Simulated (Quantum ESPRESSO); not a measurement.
# Strain and stress in Si6GaAs

Calculated results; nothing here was measured. They come from pw.x of Quantum ESPRESSO 7.5, a plane-wave density functional program, with PseudoDojo standard norm-conserving files (v0.5 for PBE, v0.4.1 for LDA and PBEsol). The cells are made up: elements, strain and atom displacements were drawn at random, and nothing was relaxed. There is no spin polarisation, spin-orbit coupling or dispersion term.

The cell has 8 sites of a zincblende or diamond lattice. Sites 1 to 4 hold Si Si Si Ga; sites 5 to 8 hold Si Si As Si. Cell vectors in Å: (5.404, 0.000, 0.000); (0.000, 5.404, 0.000); (0.000, 0.000, 5.384). Settings: PBE, cutoff 1143 eV, 6 x 6 x 6 k mesh shifted by half a step, Fermi-Dirac smearing of 0.1 eV.

Each run adds a strain along z to one cell, with the atoms carried along; the vectors above are those of run 4. Stress is positive in tension and P is minus a third of its trace. E is the free energy for each atom above the lowest run shown.

```
run,strain (%),s_xx (GPa),s_yy (GPa),s_zz (GPa),s_xy (GPa),P (GPa),E (meV/atom)
1,-2.09,-10.00,-9.33,-11.24,1.11,10.19,43.45
2,-1.38,-9.31,-8.64,-10.14,1.10,9.36,34.09
3,-0.60,-8.60,-7.91,-8.94,1.08,8.48,24.94
5,1.61,-6.76,-6.06,-5.62,1.04,6.15,5.15
6,2.22,-6.30,-5.60,-4.72,1.03,5.54,1.25
7,2.44,-6.14,-5.44,-4.41,1.03,5.33,0.00
4,-0.37,?,?,?,?,?,?
```

A rerun of one of these cells at 1437 eV and k mesh 8 x 8 x 8 moved values by no more than 0.002 eV in the cell's energy, 0.02 GPa in stress and 0.005 eV/Å in force.

## Worked fit

A parabola through the six runs shown gives s_zz = -8.03 + 1.51 e - 0.012 e² GPa, with e in per cent and a scatter of 0.01 GPa. The slope is a stiffness of 151 ± 1 GPa for each unit of this strain at e = 0. The atoms are clamped, and relaxing them would in general lower it. The error is the larger of the fit's own and the change that a cubic makes, rounded up.

## Withheld run

Question: what s_zz should run 4 give?

The fit gives -8.59 GPa. The calculation gave -8.59 GPa.

| run | strain (%) | s_xx (GPa) | s_yy (GPa) | s_zz (GPa) | s_xy (GPa) | P (GPa) | E (meV/atom) |
| --- | --- | --- | --- | --- | --- | --- | --- |
| 4 | -0.37 | -8.39 | -7.71 | -8.59 | 1.08 | 8.23 | 22.43 |